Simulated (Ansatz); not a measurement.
NbH$_{2}$ (fluorite, Fm-3m), r²SCAN (plane waves, PAW; program Ansatz), all energies at zero smearing, with the estimated change up to a 700 eV cutoff added, with one set of potentials and settings (totals compare only within such a set). Cell of 3 atoms (1 Nb, 2 H): -4596.335 eV.

| element | reference phase | E (eV/atom) |
|---|---|---|
| Nb | Im-3m, 1 atoms in the cell | -4563.6321 |
| H | P2_12_12_1, 8 atoms in the cell | -15.9458 |

Formation energy per atom, worked out: (-4596.335 − 1×(-4563.6321) − 2×(-15.9458))/3 = -0.271 eV/atom (-26 kJ per mol of atoms), at 0 K, without zero-point energy or fitted corrections.

The workflow started from a Materials Project entry (that database holds measured and hypothetical structures alike); the Crystallography Open Database files this formula in space group No. 225, but the cells were not matched. Its standing as an ambient phase is unchecked. Symmetry was held in the r²SCAN relaxation; whether a distortion lowers the energy is not shown. The run is not spin-polarised. The references are the lowest solids computed at this level, not always the standard phases (solids in place of the gases).

Potentials: the later of the program's two PAW sets.
